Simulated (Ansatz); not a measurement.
Given:

InSb:
```
InSb
1.0
    0.00000     3.25957     3.25957
    3.25957     0.00000     3.25957
    3.25957     3.25957     0.00000
In Sb
1 1
Direct
  0.00000   0.00000   0.00000
  0.75000   0.75000   0.75000
```

This is the PBEsol-relaxed structure.

### Question
All from PBEsol in the plane-wave PAW code Ansatz, unless another level is named. Predict the Hill bulk and shear moduli.

### Answer
42.7 and 20.7 GPa.

### Question
What about the highest zone-centre frequency?

### Answer
173 cm^-1.

Space group F-43m (zinc blende). Symmetry was held in the PBEsol relaxation. As this level gives no gap, shear constants depend on the k-mesh and smearing (Fermi–Dirac, 0.1 eV here). As this level gives no gap, phonon frequencies hold no LO–TO term and depend on the k-mesh and smearing (Fermi–Dirac, 0.1 eV here). Spin–orbit coupling is left out wherever it is not named.

Potentials: the earlier of the program's two PAW sets. The files were generated under PBE; for other functionals the program regenerates the frozen cores, and for LDA and PBEsol the local potential too.
